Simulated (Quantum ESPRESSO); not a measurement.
# Planted mistakes on one cell of InGaAl2P4

These are calculations, not measurements. They come from pw.x of Quantum ESPRESSO 7.5, a plane-wave density functional program, with PseudoDojo standard norm-conserving files (v0.5 for PBE, v0.4.1 for LDA and PBEsol). The cells are made up: elements, strain and atom displacements were drawn at random, and nothing was relaxed. There is no spin polarisation, spin-orbit coupling or dispersion term.

The cell has 8 sites of a zincblende or diamond lattice. Sites 1 to 4 hold In Ga Al Al; sites 5 to 8 hold P P P P. Cell vectors in Å: (5.670, 0.050, -0.071); (0.050, 5.740, 0.026); (-0.071, 0.026, 5.684). Settings: PBE, cutoff 1088 eV, 4 x 4 x 4 k mesh shifted by half a step, Fermi-Dirac smearing of 0.025 eV.

The intended run has a self-consistency threshold of 1e-07 eV, a smearing term of 0.000 eV, a pressure of -0.17 GPa and 10 iterations. Each further run changes one thing: atoms of sites 3 and 5 exchanged; cutoff 730 eV; k mesh 2 x 2 x 2; one electron removed; smearing 0.49 eV; threshold 0.9 eV. A coarse mesh keeps the shift, and a charged cell sits in a uniform background.

```
run  change of free energy (eV)  smearing term -TS (eV)  change of P (GPa)  largest change of a force component (eV/Å)  iterations
  A                      -0.278                  -1.084               0.52                                       0.142          11
  B                       3.627                  -0.005               2.59                                       0.736          11
  C                       0.381                   0.000               0.25                                       0.047          11
  D                       3.043                   0.000             -21.30                                       0.009          10
  E                       0.028                   0.000               0.62                                       1.845           3
  F                      -5.260                  -0.008              -8.88                                       0.282          12
```

A rerun of the intended cell at 1377 eV and k mesh 6 x 6 x 6 moved values by no more than 0.007 eV in the cell's energy, 0.02 GPa in stress and 0.002 eV/Å in force.

Question: which change belongs to which run?

## Worked reading

Run E has the fewest iterations, as a run stopped early does. Run A has the largest smearing term, as wide smearing gives. Run D has a higher energy and the largest fall in pressure, as too small a basis gives. Energies from files of another functional, or of a charged cell, have another zero and say nothing on stability; the pressure of a charged cell rests on the program's zero of potential too.

## Key

```
run                            change
  A                  smearing 0.49 eV
  B  atoms of sites 3 and 5 exchanged
  C                  k mesh 2 x 2 x 2
  D                     cutoff 730 eV
  E                  threshold 0.9 eV
  F              one electron removed
```